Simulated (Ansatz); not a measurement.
GeS in space group P4_2/mmc (No. 131; Ge on 2c, S on 2e) under volume change, the program Ansatz at the PBE level (PAW), shape and atoms relaxed at each volume.

```json
[
 {"V (Å³/atom)": "20.435", "E − E(relaxed) (meV/atom)": "21.3", "P (GPa)": "3.86"},
 {"V (Å³/atom)": "21.109", "E − E(relaxed) (meV/atom)": "8.7", "P (GPa)": "2.21"},
 {"V (Å³/atom)": "21.782", "E − E(relaxed) (meV/atom)": "2.1", "P (GPa)": "0.99"},
 {"V (Å³/atom)": "22.456", "E − E(relaxed) (meV/atom)": "0.0", "P (GPa)": "0.00"},
 {"V (Å³/atom)": "23.130", "E − E(relaxed) (meV/atom)": "1.8", "P (GPa)": "-0.78"},
 {"V (Å³/atom)": "23.804", "E − E(relaxed) (meV/atom)": "6.2", "P (GPa)": "-1.31"},
 {"V (Å³/atom)": "24.477", "E − E(relaxed) (meV/atom)": "12.9", "P (GPa)": "-1.92"}
]
```

What does a third-order Birch–Murnaghan fit give for V₀, B₀ and B′?

V₀ = 22.46 Å³/atom, B₀ = 29.3 GPa, B′ = 7.0.

The cell is a constructed one: a structure type filled with these elements; neither database checked (COD, Materials Project) lists it. COD files the formula under space group No. 62, so this cell is another polymorph or a model. Whether it is the stable phase at ambient conditions was not checked. The PBE relaxation kept the symmetry of its start; its stability against distortions is not shown here.

Potentials: the later of the program's two PAW sets.
